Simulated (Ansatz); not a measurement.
BN:
```
BN
1.0
    0.00000     1.75171     1.75171
    1.75171     0.00000     1.75171
    1.75171     1.75171     0.00000
N B
1 1
Direct
  0.00000   0.00000   0.00000
  0.50000   0.50000   0.50000
```

Relaxed with PBE. DFT-PBE in the program Ansatz with PAW potentials gives a gap of 1.13 eV.

Task: What gap does HSE06 give on the same cell (Ansatz, PAW)?

Result: 2.10 eV, 0.97 eV more. The hybrid was solved on a coarser mesh and at special points; its gap is the smallest among all of these.

```
k  v1 PBE  c1 PBE  v1 HSE06  c1 HSE06
-  ------  ------  --------  --------
X   -5.64    1.13     -6.15      2.10
L   -0.68    5.15       ___       ___
W   -6.98    7.01       ___       ___
K   -4.39    3.18       ___       ___
```

Task: Top valence (v1) and lowest conduction level (c1) in eV from each method's valence maximum (which need not be a listed point): supply the withheld HSE06 values.

Result: 
- L, v1 HSE06: -0.73
- L, c1 HSE06: 6.48
- K, v1 HSE06: -4.77
- K, c1 HSE06: 4.33
- W, v1 HSE06: -7.59
- W, c1 HSE06: 8.50

Cost on shared cores: the PBE run (SCF on a 13×13×13 mesh, then bands and DOS) roughly 2.8 core-seconds, the HSE06 run (SCF on 10×10×10, then a few points) roughly 50 core-seconds; the tasks are unlike.

Space group Fm-3m (rock salt). The cell is a constructed one: a structure type filled with these elements; neither database checked (COD, Materials Project) lists it. It is not the phase usual at ambient conditions (space group No. 186, 194, 216). The PBE relaxation kept the symmetry of its start. At this level the phase is dynamically unstable (imaginary phonons).

Potentials: the later of the program's two PAW sets.
